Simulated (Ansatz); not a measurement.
Relaxed Se (trigonal-Se type, space group P3_121):

```
CELL_PARAMETERS angstrom
      9.01138     0.00000     0.00000
     -2.25284     3.90204     0.00000
      0.00000     0.00000     4.99129
ATOMIC_POSITIONS crystal
  Se 0.10854 0.00000 0.83333
  Se 0.60854 0.00000 0.83333
  Se 0.00000 0.21709 0.16667
  Se 0.50000 0.21709 0.16667
  Se 0.39146 0.78291 0.50000
  Se 0.89146 0.78291 0.50000
```

All values below come from r2SCAN (plane waves to 500 eV, PAW, scalar-relativistic; Ansatz, a program for electronic structure). k mesh 7×7×6 (Γ-centred), Fermi-Dirac smearing 0.05 eV. Se was relaxed with its symmetry unable to fall.

One atom of the cell was then moved (with its periodic images), all else fixed, and the forces (eV/Å) came out as:

| atom | Fx | Fy | Fz |
|---|---|---|---|
| Se1 | 0.679 | 0.501 | 2.148 |
| Se2 | 0.022 | 0.011 | 0.034 |
| Se3 | 0.122 | -0.045 | -0.769 |
| Se4 | -0.032 | -0.001 | -0.044 |
| Se5 | 0.007 | 0.005 | -0.084 |
| Se6 | -0.799 | -0.471 | -1.285 |

Task: Which atom was moved, and by which vector (Å)?

Result: Se1, by (0.00, 0.00, -0.24), 0.24 Å in all.

(For displaced atoms, the force is minus the slope of the energy, and its curvature is a force constant, which sets phonon frequencies.)
